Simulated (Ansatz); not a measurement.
B2O3:
```yaml
crystal:
  lattice:
    - [4.34890, 0.00000, 0.00000]
    - [-2.17445, 3.76626, 0.00000]
    - [0.00000, 0.00000, 8.37062]
  atoms:
    - { symbol: B, position: [0.76769, 0.60156, 0.77479] }
    - { symbol: B, position: [0.39844, 0.16613, 0.10812] }
    - { symbol: B, position: [0.83387, 0.23231, 0.44146] }
    - { symbol: B, position: [0.60156, 0.76769, 0.22521] }
    - { symbol: B, position: [0.16613, 0.39844, 0.89188] }
    - { symbol: B, position: [0.23231, 0.83387, 0.55854] }
    - { symbol: O, position: [0.14697, 0.54914, 0.46027] }
    - { symbol: O, position: [0.45086, 0.59784, 0.79361] }
    - { symbol: O, position: [0.40216, 0.85303, 0.12694] }
    - { symbol: O, position: [0.54914, 0.14697, 0.53973] }
    - { symbol: O, position: [0.59784, 0.45086, 0.20639] }
    - { symbol: O, position: [0.85303, 0.40216, 0.87306] }
    - { symbol: O, position: [0.00000, 0.84084, 0.66667] }
    - { symbol: O, position: [0.15916, 0.15916, 0.00000] }
    - { symbol: O, position: [0.84084, 0.00000, 0.33333] }
```

Cartesian axes are those of the cell as given.

Q: Give the proper piezoelectric stress tensor with relaxed ions from PBEsol in the plane-wave PAW code Ansatz.

A: In C/m², rows x, y, z, Voigt columns; mesh uncertainty up to 0.00.
```
-0.23   0.23   0.00   0.10   0.00   0.00
 0.00   0.00   0.00   0.00  -0.10   0.23
 0.00   0.00   0.00   0.00   0.00   0.00
```

The elastic tensor of the same run (GPa):

```json
[
 {"": "1", "1": "159", "2": "41.5", "3": "5.1", "4": "-10.4", "5": "0.0", "6": "0.0"},
 {"": "2", "1": "41.5", "2": "159", "3": "5.1", "4": "10.4", "5": "0.0", "6": "0.0"},
 {"": "3", "1": "5.1", "2": "5.1", "3": "49.6", "4": "0.0", "5": "0.0", "6": "0.0"},
 {"": "4", "1": "-10.4", "2": "10.4", "3": "0.0", "4": "41.3", "5": "0.0", "6": "0.0"},
 {"": "5", "1": "0.0", "2": "0.0", "3": "0.0", "4": "0.0", "5": "41.3", "6": "-10.4"},
 {"": "6", "1": "0.0", "2": "0.0", "3": "0.0", "4": "0.0", "5": "-10.4", "6": "58.7"}
]
```

Q: Convert to strain constants d = e·S.

A: In pC/N:
```
-1.8   1.8   0.0   1.6   0.0   0.0
 0.0   0.0   0.0   0.0  -1.6   3.6
 0.0   0.0   0.0   0.0   0.0   0.0
```

Space group P3_121. The workflow started from a Materials Project entry (that database holds measured and hypothetical structures alike); the Crystallography Open Database files this formula in space group No. 152, but the cells were not matched. Whether it is the stable phase at ambient conditions was not checked. Symmetry was held in the PBEsol relaxation; whether a distortion lowers the energy is not shown. Signs of piezoelectric constants follow the polarity of the cell as given.

Potentials: the later of the program's two PAW sets.
